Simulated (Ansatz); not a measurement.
# CuO$_{2}$: which magnetic state is lowest?

Level of theory: DFT PBE+U, scalar-relativistic, plane waves, PAW in Ansatz.

```
Cu O
1.0
     2.42129    0.00000    0.00000
     0.00000    6.44595    0.00000
     0.00000    0.00000    7.06704
Cu O
1 2
Direct
  0.00000 0.50000 0.00000
  0.00000 0.50000 0.41243
  0.00000 0.50000 0.58757
```

```json
{
 "plane-wave cutoff": "420 eV",
 "Γ-centred k-mesh": "18×8×6",
 "occupation rule": "Gaussian smearing, 0.05 eV",
 "U_eff on Löwdin-orthogonalised atomic d orbitals": "Cu 4 eV",
 "list of starting moments (μB, in atom order)": "0 1 1",
 "check for lower electronic states after the SCF": "on"
}
```

All runs keep this geometry, which isn't relaxed for the lowest state (largest force there 0.845 eV/Å, pressure -0.5 GPa) and needn't be a stable compound; relaxing each order can shift differences of a few meV. Site moments are spin moments in atom-centred spheres that scale with the neighbour distance. The states are those that the runs reached from these starts; a lower one can exist. No antiferromagnetic start is among these.

Question: Starts tried: no spin; ferromagnetic. Which state comes out lowest, and what are the moments?

Answer: The lowest state is ferromagnetic, reached from the start “ferromagnetic”, with site moments (μB) O +0.31 (×2).

```
        start ends energy above lowest (meV/atom) site moments (μB) gap on mesh (eV) P (GPa)
      no spin non-magnetic                            80.8     none over 0.05             metal     -1.1
ferromagnetic ferromagnetic                            0.00       O +0.31 (×2) metal     -0.5
```

Cost: 2 runs of about 0.98 core-minutes in all, on Intel Xeon 6975P-C (Granite Rapids) (shared hosts).